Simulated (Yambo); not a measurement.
G0W0@LDA for Cs₂ScAgCl₆ (space group Fm-3m, No. 225) in Yambo. Reference settings: 2×2×2 Γ-centred k mesh, bands 6 to 315 and a 6 Ry block in the screening, 315 bands in G with the Bruneval-Gonze terminator, plasmon pole fitted at 27.2 eV. The LDA gap L → X on this mesh is 3.14 eV; G0W0 gaps are taken between the same points.

```csv
change from the reference,G0W0 gap L → X (eV),shift of the valence edge (eV)
reference settings,6.00,-1.25
151 bands in W,6.19,-1.19
"126 bands in W, 126 bands in G",6.28,-1.11
no terminator,6.02,-1.04
"207 bands in W, 207 bands in G",[?],-1.19
1 Ry block,6.76,-1.48
5 Ry block,5.99,-1.22
3 Ry block,[?],-1.22
```

Task: Estimate the withheld gaps from the other rows; the computed values follow.

Result: 
- 207 bands in W, 207 bands in G, G0W0 gap L → X (eV): 6.09
- 3 Ry block, G0W0 gap L → X (eV): 6.09

The reference isn't shown to be the converged limit.

Spin-orbit coupling is not included.

Geometry of the Materials Project entry, not relaxed at this level; primitive cell a = 7.496 Å, b = 7.496 Å, c = 7.496 Å, α = 60.00°, β = 60.00°, γ = 60.00°.

The structure is a Materials Project entry; no match was found in the copy of COD used, and its stability was not checked.

A shift is the quasiparticle energy of the state minus its LDA energy.
